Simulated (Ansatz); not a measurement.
SiNi3 (Cu3Au type), relaxed with PBEsol (Ansatz, an electronic-structure program, plane waves, PAW): a = 3.461 Å, b = 3.461 Å, c = 3.461 Å, α = 90.00°, β = 90.00°, γ = 90.00°.

```
Property              Result
--------------------  ------
B₀ by P(V) fit (GPa)     240
```

Question: The same phase is relaxed and computed with HSE06 in the same code. What are the cell and these values now?

Answer: a = 3.461 Å, b = 3.461 Å, c = 3.461 Å, α = 90.00°, β = 90.00°, γ = 90.00°.

B₀ by P(V) fit (GPa): 235

Began spin-polarised and lost the moments: SiNi3, Cu3Au type with PBEsol; SiNi3, Cu3Au type with HSE06. All cells were relaxed under the symmetry of their starts (and spin orders); stability against distortions was not tested throughout.

Potentials: the later of the program's two PAW sets.

Ansatz is a plane-wave DFT program.
